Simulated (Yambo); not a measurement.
RPA spectrum of a free-standing MoS2 monolayer (symmetry P-6m2, slab cell 16.1 Å high) on PBEsol bands in Yambo (24×24×1 mesh, 38 bands, 2 Ry local-field block, 0.2 eV broadening; field along x). CGrdSpXd merges neighbouring transition energies to save time; the report line [X-CG] gives the poles kept by one of the 4 MPI tasks, and where the merging fails may depend on that split.

```
CGrdSpXd asked (%)  share reached (%)  poles used (one task)  static α (Å)  largest change of Im α (% of its maximum)              rough time
------------------  -----------------  ---------------------  ------------  -----------------------------------------  ----------------------
100                               100                   4502          6.88                                        0.0                       1
70                                 69                   3151          6.88                                        0.0  within a factor of two
30                                 29                   1350          6.89                                        0.5               about 1/2
15                                  0                      5          7.08                                         14               about 1/4
5                                   0                      5          7.08                                         14               about 1/4
```

All runs end normally. In the runs at 15 %, 5 % few poles are left or the spectrum changes by over a quarter of its peak, and no warning says so. Times are rough ratios from shared machines. The k mesh wasn't tested; the rows compare only with each other.

Spin-orbit coupling is not included.

Geometry relaxed with PBEsol; primitive cell a = b = 3.1410 Å, c = 16.1000 Å, α = β = 90.00°, γ = 120.00°.
